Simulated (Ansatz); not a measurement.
**Trigonal deformation path in RbCaH$_{3}$**

The calculation used DFT r2SCAN, scalar-relativistic, plane waves, PAW in Ansatz. The runs took a 500 eV cutoff, a Γ-centred 6×6×6 mesh and Gaussian smearing (0.05 eV). No spin polarisation. Energies are free energies at this smearing, counted from the undisturbed cell; pressure is positive in compression.

Reference structure (as given, not relaxed at this level; it stands at -0.5 GPa, and it needn't be the usual structure):

```xyz
5
Lattice="4.5470 0.0000 0.0000 0.0000 4.5470 0.0000 0.0000 0.0000 4.5470" Properties=species:S:1:pos:R:3 pbc="T T T"
Rb    0.0000    0.0000    0.0000
Ca    2.2735    2.2735    2.2735
H     0.0000    2.2735    2.2735
H     2.2735    0.0000    2.2735
H     2.2735    2.2735    0.0000
```

At fixed volume and fractional coordinates, lengths along (0.577, 0.577, 0.577) are scaled against those across it; ρ is that ratio over its starting value.

| ρ | ΔE (meV/atom) |
| --- | --- |
| 0.500 | 897.5 |
| 0.600 | 437.4 |
| 0.710 | 187.2 |
| 0.850 | 40.8 |
| 0.930 | 8.0 |
| 1.000 | 0.0 |
| 1.080 | 8.7 |
| 1.200 | 47.9 |
| 1.410 | 166.8 |
| 1.700 | 400.6 |
| 2.000 | 704.6 |

Problem. Predict the gap on the mesh (eV) at each point.

Solution.
| ρ | gap on the mesh (eV) |
| --- | --- |
| 0.500 | 1.40 |
| 0.600 | 2.15 |
| 0.710 | 2.76 |
| 0.850 | 3.41 |
| 0.930 | 3.66 |
| 1.000 | 3.78 |
| 1.080 | 3.65 |
| 1.200 | 3.41 |
| 1.410 | 2.85 |
| 1.700 | 1.86 |
| 2.000 | 0.47 |